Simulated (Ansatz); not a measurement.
ZrC:
```yaml
crystal:
  lattice:
    - [3.36476, 0.00000, 0.00000]
    - [-1.68238, 2.91397, 0.00000]
    - [0.00000, 0.00000, 5.31984]
  atoms:
    - { symbol: Zr, position: [0.33333, 0.66667, 0.25000] }
    - { symbol: Zr, position: [0.66667, 0.33333, 0.75000] }
    - { symbol: C, position: [0.00000, 0.00000, 0.00000] }
    - { symbol: C, position: [0.00000, 0.00000, 0.50000] }
```

Relaxed with r²SCAN. Special points in fractions of this cell's reciprocal vectors: Γ (0.000, 0.000, 0.000); M (0.500, 0.000, 0.000); K (0.333, 0.333, 0.000); A (0.000, 0.000, 0.500); L (0.500, 0.000, 0.500); H (0.333, 0.333, 0.500).

Problem. List the band energies nearest the Fermi level at these points for r²SCAN with spin–orbit coupling (plane waves, PAW; program Ansatz).

Solution. In eV from the Fermi level; about four levels below and three above (degenerate sets whole), none deeper than 8.9 eV; points with the same levels are listed once.

| k | below | above |
|---|---|---|
| Γ | -1.39 -1.39 -1.37 -1.37 | 0.97 0.97 1.23 1.23 |
| M | -1.57 -1.57 -1.01 -1.01 | 1.31 1.31 4.31 4.31 |
| K | -3.56 -3.56 -3.55 -3.55 | 0.26 0.26 1.09 1.09 |
| A | -2.68 -2.68 -2.68 -2.68 | 3.45 3.45 3.45 3.45 3.45 3.45 3.45 3.45 |
| L | -2.42 -2.42 -2.42 -2.42 | 1.46 1.46 1.46 1.46 |
| H | -2.17 -2.17 -2.05 -2.05 | 1.74 1.74 1.81 1.81 |

Space group P6_3/mmc (NiAs type). The first step of the workflow began from a Materials Project structure, measured or hypothetical; the Crystallography Open Database copy checked does not list it. It is not the phase usual at ambient conditions (space group No. 225). The r²SCAN relaxation kept the symmetry of its start; whether a distortion lowers the energy is not shown. The run is not spin-polarised.

Potentials: the later of the program's two PAW sets.
